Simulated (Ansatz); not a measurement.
Trial structures of BeCdS4: starts and ends

The calculation used DFT PBE, scalar-relativistic, plane waves, PAW in Ansatz. All cells share a 420 eV cutoff and Γ-centred k meshes spaced about 0.3 Å⁻¹ or finer (0.25 for metals, 2π included). No spin polarisation in the final relaxations.

Each guess was relaxed in cell and atoms at zero pressure, within the symmetry of its start. These are static total energies at zero pressure. Coordination counts S atoms around Be and Cd (those within 1.25 times the shortest such distance or 1.15 times the sum of covalent radii, 1.27 where that leaves under three; a plus sign parts nearer from farther groups).

```
guess                            made from  start group  V start (Å³/atom)  end group  V end (Å³/atom)  coordination at the end  gap on mesh (eV)  E over the lowest end (meV/atom)
    1                          random cell           P4               24.2          ?                ?                        ?                 ?                                 ?
    2  a cell proposed by chemical analogy         I222               19.9       I222             20.3               Be 4, Cd 4              1.31                                12
    3                           RbBH4 type         C222               17.0       C222             22.8               Be 4, Cd 4              0.74                                46
    4  a cell proposed by chemical analogy       P2_1/c               19.9     P2_1/c             17.7               Be 6, Cd 6              1.47                                 0
    5                         CrFeSb4 type         P2/m               18.7       P2/m             18.2               Be 6, Cd 6              0.64                                32
    6                           VBiO4 type           C2               26.0         C2             20.8             Be 4, Cd 4+2              1.26                                16
```

Guess 1 as it starts:

```cif
data_structure
_symmetry_space_group_name_H-M 'P 1'
_symmetry_Int_Tables_number 1
_cell_length_a 5.9086
_cell_length_b 5.9086
_cell_length_c 4.1591
_cell_angle_alpha 90.000
_cell_angle_beta 90.000
_cell_angle_gamma 90.000
_cell_volume 145.20
loop_
_atom_site_label
_atom_site_type_symbol
_atom_site_fract_x
_atom_site_fract_y
_atom_site_fract_z
_atom_site_occupancy
Be1 Be 0.00000 0.00000 0.45806 1
Cd1 Cd 0.50000 0.50000 0.58266 1
S1 S 0.08875 0.66221 0.41840 1
S2 S 0.91125 0.33779 0.41840 1
S3 S 0.33779 0.08875 0.41840 1
S4 S 0.66221 0.91125 0.41840 1
```

Question: Fill in the missing row: what does this guess relax into, and where does it rank?

Answer: It ends in space group P4/m (No. 83), with a = 5.571 Å, c = 3.855 Å, 19.9 Å³/atom and no gap. It lies 135 meV/atom over the lowest end, above guess 3 and so the highest of the set. Counting S atoms around Be and Cd, this end has Be 4, Cd 8 and the lowest (guess 4) has Be 6, Cd 6. This end and the lowest (guess 4) both hold S–S pairs.

```cif
data_structure
_symmetry_space_group_name_H-M 'P4/m'
_symmetry_Int_Tables_number 83
_cell_length_a 5.5714
_cell_length_b 5.5714
_cell_length_c 3.8554
_cell_angle_alpha 90.000
_cell_angle_beta 90.000
_cell_angle_gamma 90.000
_cell_volume 119.67
loop_
_atom_site_label
_atom_site_type_symbol
_atom_site_symmetry_multiplicity
_atom_site_Wyckoff_symbol
_atom_site_fract_x
_atom_site_fract_y
_atom_site_fract_z
_atom_site_occupancy
Be1 Be 1 a 0.00000 0.00000 0.00000 1
Cd1 Cd 1 d 0.50000 0.50000 0.50000 1
S1 S 4 j 0.13005 0.63686 0.00000 1
```

Formation energies are uncorrected and refer to the elements' standard structures at the same level.

Question: Is the lowest end bound against the elements?

Answer: Yes: its formation energy is −0.318 eV/atom. It lies below the elements, which doesn't yet make it stable against other compounds or structures.

No dispersion correction is applied, so the spacing and binding between layers, chains or molecules are poorly described (I222), and this can change margins and order among such cells. Kohn–Sham gaps at this level usually fall short of measured ones. The zero gap of P4/m may come from the functional, which often closes small gaps, or the cell may be a true semimetal. The reference form of S is held partly by dispersion forces, which this level lacks. With atoms moved at random, P2_1/c (by 28 meV/atom) fell into a lower structure; C2 came back. Without a clear test, and held by symmetry: I222, P2/m, C222 and P4/m. A lower structure may well exist outside this small set. Some candidate types were left out of the draw beforehand, so a known form may be missing.
